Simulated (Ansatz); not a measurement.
## BP with a P vacancy: gradients before and after relaxing the atoms

Start: a supercell of BP (zinc blende type, F-43m) built from a computed structure from the Materials Project (it need not be an observed phase), with all atoms left at the host's positions.

Space group F-43m (No. 216); a = 13.5964 Å.

| site | Wyckoff | site symmetry | x | y | z |
| --- | --- | --- | --- | --- | --- |
| B1 | 4a | -43m | 0.0000 | 0.0000 | 0.0000 |
| B2 | 48h | ..m | 0.1667 | 0.0000 | 0.1667 |
| B5 | 16e | .3m | 0.3333 | 0.8333 | 0.1667 |
| B9 | 16e | .3m | 0.6667 | 0.6667 | 0.3333 |
| B15 | 24f | 2.mm | 0.5000 | 0.6667 | 0.5000 |
| P28 | 48h | ..m | 0.4167 | 0.7500 | 0.4167 |
| P31 | 16e | .3m | 0.5833 | 0.5833 | 0.4167 |
| P35 | 16e | .3m | 0.9167 | 0.4167 | 0.5833 |
| P41 | 24g | 2.mm | 0.7500 | 0.4167 | 0.7500 |

One atom of each set is listed; the run and its k-mesh use a cell of 53 atoms with edges of 9.61, 9.61, 9.61 Å.

Method: Kohn–Sham DFT in Ansatz, PBE, plane waves and PAW, scalar-relativistic, 420 eV cutoff, Γ-centred 3×3×3 k-points, Fermi–Dirac smearing 0.01 eV, cell charge +3.

The largest force at the start is 0.98 eV/Å. Relaxing the ions at fixed cell moves them by 0.290 Å at most (atom 14, B) and 0.081 Å rms.

```csv
site,moved (Å),first shell before,first shell after,V_zz before (10²¹ V/m²),η before
B2,0.010,4 P at 1.96 Å,4 P at 1.95–1.96 Å,-0.037,0.64
B5,0.290,3 P at 1.96 Å,3 P at 1.90 Å,2.41,0.00
B15,0.013,4 P at 1.96 Å,4 P at 1.96–1.98 Å,0.20,0.54
P28,0.026,4 B at 1.96 Å,4 B at 1.90–1.98 Å,0.98,0.11
P31,0.004,4 B at 1.96 Å,4 B at 1.96 Å,0.13,0.00
P35,0.003,4 B at 1.96 Å,4 B at 1.96–1.97 Å,0.23,0.00
P41,0.004,4 B at 1.96 Å,4 B at 1.96 Å,0.10,0.59
```

Task: What are V_zz and η after the relaxation?

Result: 

| site | V_zz after | η after | change of V_zz |
| --- | --- | --- | --- |
| B2 | 0.084 | 0.97 | – |
| B5 | 3.14 | 0.00 | +0.73 |
| B15 | 0.39 | 0.53 | +0.19 |
| P28 | 1.40 | 0.27 | +0.42 |
| P31 | 0.14 | 0.00 | +0.01 |
| P35 | -0.018 | 0.00 | -0.24 |
| P41 | -0.15 | 0.52 | – |

The largest change of V_zz along a kept axis is on B5, from 2.41 to 3.14. In per cent, |V_zz| changes by +30 on B (all sites that start above 2). Where |V_zz| stays above 0.1 and the axes keep their order, η moves most on P28, from 0.11 to 0.27. On P41, B2 the largest principal value lies along another axis in the second run, so the two V_zz can't be compared directly. Sites with |V_zz| of 0.02 or less aren't listed.

The run isn't spin-polarised, and a state with spin may lie lower. The defect repeats with the cell of 53 atoms, so it feels its images: sites between two images don't show the values beside a lone defect, and zeros or small values of η there can come from the images' arrangement. A uniform background compensates the cell's charge. The defect cell has no gap above 0.1 eV on its mesh, so the values can hang on the smearing and the k-mesh.
Before: The neighbours have not yet relaxed around the defect (largest force 0.98 eV/Å), so a real crystal will differ.
After: The relaxation keeps the symmetry of the vacancy's site, so distortions that break it, Jahn–Teller ones too, aren't explored.
